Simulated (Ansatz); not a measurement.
Bi2Te2Se:
```yaml
crystal:
  lattice:
    - [2.15447, 1.24388, 10.35686]
    - [-2.15447, 1.24388, 10.35686]
    - [0.00000, -2.48777, 10.35686]
  atoms:
    - { symbol: Bi, position: [0.60710, 0.60710, 0.60710] }
    - { symbol: Bi, position: [0.39290, 0.39290, 0.39290] }
    - { symbol: Te, position: [0.21736, 0.21736, 0.21736] }
    - { symbol: Te, position: [0.78264, 0.78264, 0.78264] }
    - { symbol: Se, position: [0.00000, 0.00000, 0.00000] }
```

Relaxed with r²SCAN+D4.

**Question.** Give the Bader charges and basin volumes of the independent atoms, the program Ansatz at the r²SCAN+D4 level (PAW).

**Answer.** 

```
atom  Bader charge (e)  Bader volume (Å³)
----  ----------------  -----------------
Bi1              +0.89               26.1
Te3              -0.45               41.7
Se5              -0.88               30.8
```

Space group R-3m. The first step of the workflow began from a Materials Project structure, measured or hypothetical; the Crystallography Open Database copy checked does not list it. Whether it is the stable phase at ambient conditions was not checked. Symmetry was held in the r²SCAN+D4 relaxation; its stability against distortions is not shown here. Scalar-relativistic: spin–orbit coupling is off unless named, which matters more the heavier the elements.

Potentials: the later of the program's two PAW sets.
